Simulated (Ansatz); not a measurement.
Pt:
```cif
data_Pt4
_chemical_formula_sum 'Pt4'
_space_group_name_H-M_alt 'Fm-3m'
_space_group_IT_number 225
_space_group_name_Hall '-F 4 2 3'
_cell_length_a 3.91804
_cell_length_b 3.91804
_cell_length_c 3.91804
_cell_angle_alpha 90.000
_cell_angle_beta 90.000
_cell_angle_gamma 90.000
loop_
_atom_site_label
_atom_site_type_symbol
_atom_site_symmetry_multiplicity
_atom_site_Wyckoff_symbol
_atom_site_fract_x
_atom_site_fract_y
_atom_site_fract_z
_atom_site_occupancy
Pt1 Pt 4 a 0.00000 0.00000 0.00000 1
```
(The calculation used a cell of 1 atom; values per cell refer to that cell.)

Relaxed with PBEsol in the plane-wave PAW code Ansatz. Indices refer to the conventional cell of Fm-3m, a = 3.918 Å, b = 3.918 Å, c = 3.918 Å, α = 90.00°, β = 90.00°, γ = 90.00°.

Task: Simulate the powder diffraction pattern (Fe Kα, λ = 1.93735 Å; lines above 1 %) up to 2θ = 90°.

Result: Simulated powder pattern, Fe Kα, λ = 1.93735 Å (kinematic, ideal powder, no thermal factors, no anomalous dispersion; the 30 strongest lines at most, above 1 %, up to 2θ = 90°):

```tsv
2θ (°)	d (Å)	I/Imax (%)	hkl
50.71	2.262	100	(111)
59.27	1.959	48	(200)
88.74	1.385	36	(220)
```

The cell was relaxed with PBEsol under the symmetry of its start. The run is not spin-polarised. Spin–orbit coupling is left out wherever it is not named.

Potentials: the later of the program's two PAW sets.
